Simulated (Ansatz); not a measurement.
Values for one crystal, relaxed and computed with DFT-r²SCAN in the program Ansatz with PAW potentials; other levels are named.

| Quantity | Value |
|---|---|
| Volume per atom | 18.36 Å³ |
| Electronic character | metallic (no gap) |
| Density of states at the Fermi level | 0.40 states/eV per atom (mean over ±0.08 eV) |
| Formation energy from the elements (no fitted shifts) | -0.54 eV/atom |

**Question.** Which of these materials gives this?
A. Zn9Ga3Mo2, P-3m1 (Zn on 3e, Zn on 6i, Ga on 3f, Mo on 2d)
B. TiGaNi, P-62m (Ti on 3g, Ga on 3f, Ni on 1b, Ni on 2c)
C. Hf3Nb2Ga3, P6_3/mcm (Hf on 6g, Nb on 4d, Ga on 6g)
D. InGa2Au2, P6_3/mmc (In on 2b, Ga on 4f, Au on 4f)

**Answer.** C, Hf3Nb2Ga3, P6_3/mcm (Hf on 6g, Nb on 4d, Ga on 6g)

The first step of the workflow began from a Materials Project structure, measured or hypothetical; the Crystallography Open Database files this formula in space group No. 193, but the cells were not matched. Its standing as an ambient phase is unchecked. The r²SCAN relaxation kept the symmetry of its start; whether a distortion lowers the energy is not shown. The run is not spin-polarised. The references are the lowest solids computed at this level, not always the standard phases. Scalar-relativistic: spin–orbit coupling is off unless named, which matters more the heavier the elements.

Potentials: the later of the program's two PAW sets.
